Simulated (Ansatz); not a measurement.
MoRu:
Space group P4/mmm (No. 123); a = 2.765 Å, b = 2.765 Å, c = 3.816 Å, α = 90.00°, β = 90.00°, γ = 90.00°

```csv
atom,site,symmetry,x,y,z
Ru,1a,4/mmm,0.0000,0.0000,0.0000
Mo,1d,4/mmm,0.5000,0.5000,0.5000
```

Relaxed at zero pressure with DFT-r²SCAN in the program Ansatz with PAW potentials.

### Question
The volume is lowered by 9 % and shape and atoms relax at that volume. What pressure results, and how do the axes share the change?

### Answer
34.4 GPa; a -3.2 %, b -3.2 %, c -2.8 %; the energy rises by 130 meV/atom.

### Question
Give the new structure.

### Answer

Space group P4/mmm (No. 123); a = b = 2.675 Å, c = 3.709 Å, α = β = γ = 90.00°

```tsv
atom	site	symmetry	x	y	z
Ru	1a	4/mmm	0.0000	0.0000	0.0000
Mo	1d	4/mmm	0.5000	0.5000	0.5000
```

The phase is kept; no other phase was compared at this pressure.

The start of the workflow was typed in or built on a structure type; neither database checked (COD, Materials Project) lists it. Whether it is the stable phase at ambient conditions was not checked. The r²SCAN relaxation kept the symmetry of its start; its stability against distortions is not shown here. No spin polarisation was allowed. Axis ratios of metals converge slowly with the k-mesh, so a and c are less sure than the volume.

Potentials: the earlier of the program's two PAW sets.
